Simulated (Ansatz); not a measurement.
Ansatz (an electronic-structure program) input:

Ansatz 0.2 input:
```yaml
crystal:
  lattice:
    - [3.9100086901, 0.0, 0.0]
    - [-1.955004345, 3.3861668546, 0.0]
    - [0.0, 0.0, 4.9975278701]
  atoms:
    - { symbol: Te, position: [0.0, 0.0, 0.7275356092] }
    - { symbol: Pd, position: [0.3333333333, 0.6666666667, 0.0093030715] }
    - { symbol: Se, position: [0.6666666667, 0.3333333333, 0.2631613192] }
kpoints:
  mp_grid: { grid: [9, 9, 6] }
  band_path:
    path:
      - [[0.0, 0.0, 0.0], [0.5, 0.0, 0.0], [0.3333333333, 0.3333333333, 0.0], [0.0, 0.0, 0.0], [0.0, 0.0, 0.5], [0.5, 0.0, 0.5], [0.3333333333, 0.3333333333, 0.5], [0.0, 0.0, 0.5]]  # Γ-M-K-Γ-A-L-H-A
      - [[0.5, 0.0, 0.5], [0.5, 0.0, 0.0]]  # L-M
      - [[0.3333333333, 0.3333333333, 0.5], [0.3333333333, 0.3333333333, 0.0]]  # H-K
    npoints: 8
hamiltonian:
  xc: r2scan
  dispersion: d4
  pseudopotentials: { kind: paw }
magnetization: { noncollinear: true, spin_orbit: true }
scf:
  n_extra_bands: 12
  convergence: { dr2_threshold: 0.0000000001 }
  occupations: { method: gaussian, width: 0.05 }
output: { eigenvalues: true }
```

Output (shortened):

```
Pseudopotential: Te, paw_fr, valence charge 16
Pseudopotential: Pd, paw_fr, valence charge 18
Pseudopotential: Se, paw_fr, valence charge 16
Functional definition: r2SCAN
non-collinear run that drives no moment, with spin-orbit …
Crystal: 3 atoms, lattice volume = 66.167 Å³
Basis set: ecut = 500 eV, 1657 PW (Γ), exchange–correlation on 120×120×160 points (64 copies of the dense FFT grid, shifted against one another)
Bands: 62, of which v1, the nominal top of the filled ones, is band 50 counted from 1 (49 counted from 0)
Symmetry: 6 space group operations + 6 with time reversal
k-points: 62 of 486 (time reversal used)
Projection manifold: j_resolved (fully-relativistic pseudo-atomic orbitals)
SCF iter   1: F=—  HF=-19440.262347 eV  |F-HF|=—  |Δ(HF+E_count)|=         —  Δρ=1.26e-1  dr2=1.51e1  dr2_τ=1.15e-1  dr2_m=0.00e0 (ungated)  ethr=3.10e-3  |M|=0.00e0 ∫|m|=0.00e0 μB  |m|>n=0.0e0 m-floor=0.0e0 τ_xc=0.0e0  β_m=0.30  ⟨swp⟩=8.7  Hψ=20059  notcnv=0  defer=36
preconditioner: auto → Kerker (q_TF=auto, 2.604 Å⁻¹)
spin=Noncollinear: Kerker preconditioning applied to the charge; magnetization (m_x, m_y, m_z) channels mix plain (no charge-response kernel on spin).
SCF iter   2: F=—  HF=-19438.416534 eV  |F-HF|=—  |Δ(HF+E_count)|=    1.85e0  Δρ=4.29e-2  dr2=1.79e0  dr2_τ=4.47e-2  dr2_m=0.00e0 (ungated)  ethr=3.10e-3  |M|=0.00e0 ∫|m|=0.00e0 μB  |m|>n=0.0e0 m-floor=0.0e0 τ_xc=0.0e0  β_m=0.36  ⟨swp⟩=3.0  Hψ=8033  notcnv=0  defer=442
SCF iter   3: F=—  HF=-19438.252233 eV  |F-HF|=—  |Δ(HF+E_count)|=   1.64e-1  Δρ=2.00e-2  dr2=3.36e-1  dr2_τ=1.73e-3  dr2_m=0.00e0 (ungated)  ethr=3.10e-3  |M|=0.00e0 ∫|m|=0.00e0 μB  |m|>n=0.0e0 m-floor=0.0e0 τ_xc=0.0e0  β_m=0.63  ⟨swp⟩=2.1  Hψ=4719  notcnv=0  defer=434
SCF iter   4: F=—  HF=-19438.225648 eV  |F-HF|=—  |Δ(HF+E_count)|=   2.66e-2  Δρ=5.18e-3  dr2=2.17e-2  dr2_τ=4.03e-4  dr2_m=0.00e0 (ungated)  ethr=6.71e-4  |M|=0.00e0 ∫|m|=0.00e0 μB  |m|>n=0.0e0 m-floor=0.0e0 τ_xc=0.0e0  β_m=0.63  ⟨swp⟩=2.9  Hψ=5386  notcnv=0  defer=434
SCF iter   5: F=—  HF=-19438.224629 eV  |F-HF|=—  |Δ(HF+E_count)|=   1.02e-3  Δρ=2.09e-3  dr2=3.81e-3  dr2_τ=2.22e-5  dr2_m=0.00e0 (ungated)  ethr=4.35e-5  |M|=0.00e0 ∫|m|=0.00e0 μB  |m|>n=0.0e0 m-floor=0.0e0 τ_xc=0.0e0  β_m=0.80  ⟨swp⟩=2.2  Hψ=6374  notcnv=0  defer=434
SCF iter   6: F=—  HF=-19438.224817 eV  |F-HF|=—  |Δ(HF+E_count)|=   1.88e-4  Δρ=7.12e-4  dr2=5.31e-4  dr2_τ=7.47e-6  dr2_m=0.00e0 (ungated)  ethr=7.61e-6  |M|=0.00e0 ∫|m|=0.00e0 μB  |m|>n=0.0e0 m-floor=0.0e0 τ_xc=0.0e0  β_m=0.90  ⟨swp⟩=2.0  Hψ=4427  notcnv=0  defer=434
SCF iter   7: F=—  HF=-19438.224831 eV  |F-HF|=—  |Δ(HF+E_count)|=   1.31e-5  Δρ=1.97e-4  dr2=5.06e-5  dr2_τ=2.58e-7  dr2_m=0.00e0 (ungated)  ethr=1.06e-6  |M|=0.00e0 ∫|m|=0.00e0 μB  |m|>n=0.0e0 m-floor=0.0e0 τ_xc=0.0e0  β_m=0.95  ⟨swp⟩=2.0  Hψ=4658  notcnv=0  defer=434
SCF iter   8: F=—  HF=-19438.224835 eV  |F-HF|=—  |Δ(HF+E_count)|=   4.09e-6  Δρ=8.63e-5  dr2=8.91e-6  dr2_τ=5.76e-8  dr2_m=0.00e0 (ungated)  ethr=1.01e-7  |M|=0.00e0 ∫|m|=0.00e0 μB  |m|>n=0.0e0 m-floor=0.0e0 τ_xc=0.0e0  β_m=0.97  ⟨swp⟩=2.2  Hψ=5698  notcnv=0  defer=434
SCF iter  14: F=-19438.224737 eV  HF=-19438.224737 eV  |F-HF|=2.91e-11  |Δ(HF+E_count)|=  4.37e-11  Δρ=1.92e-7  dr2=2.42e-11  dr2_τ=7.36e-13  dr2_m=0.00e0 (ungated)  ethr=1.00e-12  |M|=0.00e0 ∫|m|=0.00e0 μB  |m|>n=0.0e0 m-floor=0.0e0 τ_xc=0.0e0  ⟨swp⟩=10.4  Hψ=14544  notcnv=0
SCF 1 converged in 14 iterations: F = -19438.224737 eV  dr2 = 2.42e-11
NSCF: frozen V_eff on 75 k-points
SCF converged after 14 iterations
Magnetization: |M| = 0.0000 μB,  M = (+0.0000, +0.0000, +0.0000) μB
Absolute magnetization: 0.0000 μB (∫|m|)
  site 0: m = (+0.0000, +0.0000, +0.0000) μB, |m| = 0.0000 μB  (R = 1.10 Å)
  site 1: m = (+0.0000, +0.0000, +0.0000) μB, |m| = 0.0000 μB  (R = 1.07 Å)
  site 2: m = (+0.0000, +0.0000, +0.0000) μB, |m| = 0.0000 μB  (R = 1.07 Å)
Free energy (F): -19438.224737 eV
Harris-Foulkes:  -19438.224737 eV  (|F-HF|=2.91e-11)
Internal energy: -19438.224091 eV  (E = F + TS)
E sigma→0 (E₀):  -19438.224414 eV
Entropy (-TS):   -0.000646 eV (-0.215 meV/atom)
Fermi energy:    12.516296 eV
--- Per-component energies (eV) ---
  E_band       = -853.551088
  E_kinetic    = 813.587777
  E_local      = -5783.318372  (includes V_loc(G=0)·N_el)
  E_nonlocal   = -688.447826
  E_hartree    = 2879.268725
  E_xc         = -374.040063
  E_vxc        = -450.690853  (∫ρ·V_xc dr)
  E_paw        = -10361.626652  (= ΣΔE_a)
  E_vpaw       = -532.498108  (= ΣTr[D̂ρ^β])
  E_aug_tail   = -0.000142  (compensation charges beyond the density's cutoff)
  E_vtau       = 29.278874  (kinetic-family band-sum trace: ∫τ·v_τ [+ j·A + Jᵃ·Aᵃ] dr)
  E_ewald      = -5921.241620
  E_disp       = -0.503420  (pairwise vdW)
  E_core_change = -1.902496  (= ΣΔE_core)
  E_smearing   = -0.000646  (= −TS)
  E_closure    = 0.000000  (closes the sum)
  Σ components = -19438.224737   (vs F -19438.224737, Δ=0.00e0)
  [band-id]    e_kinetic+e_local+e_nonlocal+2·e_hartree+e_vxc+e_vpaw+e_augmentation_tail+e_vtau = -853.551200   (vs E_band -853.551088, Δ=-1.12e-4)
--- Band table (eV; the first three rows and the last of 62) ---
  k-point 0: bands = ["-75.1102", "-75.1102", "-43.0544", "-43.0544", "-38.6759", "-38.6759", "-38.6357", "-38.6357", "-36.9464", "-36.9464", "-36.9199", "-36.9199", "-36.0519", "-36.0519", "-36.0410", "-36.0410", "-36.0180", "-36.0180", "-26.6393", …
  k-point 1: bands = ["-75.1102", "-75.1102", "-43.0544", "-43.0544", "-38.6759", "-38.6759", "-38.6357", "-38.6357", "-36.9464", "-36.9464", "-36.9199", "-36.9199", "-36.0519", "-36.0519", "-36.0410", "-36.0410", "-36.0180", "-36.0180", "-26.6393", …
  k-point 2: bands = ["-75.1102", "-75.1102", "-43.0544", "-43.0544", "-38.6759", "-38.6759", "-38.6357", "-38.6357", "-36.9464", "-36.9464", "-36.9199", "-36.9199", "-36.0519", "-36.0519", "-36.0410", "-36.0410", "-36.0181", "-36.0181", "-26.6393", …
  k-point 61: bands = ["-75.1100", "-75.1100", "-43.0560", "-43.0560", "-38.6798", "-38.6790", "-38.6370", "-38.6366", "-36.9468", "-36.9460", "-36.9208", "-36.9199", "-36.0518", "-36.0515", "-36.0415", "-36.0413", "-36.0180", "-36.0178", "-26.6388", …
```

Cost: about 5 core-minutes (a rough figure) on shared cores.

Space group P3m1. The first step of the workflow began from a Materials Project structure, measured or hypothetical; the Crystallography Open Database copy checked does not list it. With Te and Se taken as one species the cell has the higher symmetry P-3m1, so it may be an ordered model of a mixed-site phase. Its standing as an ambient phase is unchecked. The cell was relaxed with r²SCAN+D4 under the symmetry of its start; its stability against distortions is not shown here. The run is not spin-polarised.

Potentials: the later of the program's two PAW sets.

Ansatz is a plane-wave DFT program.
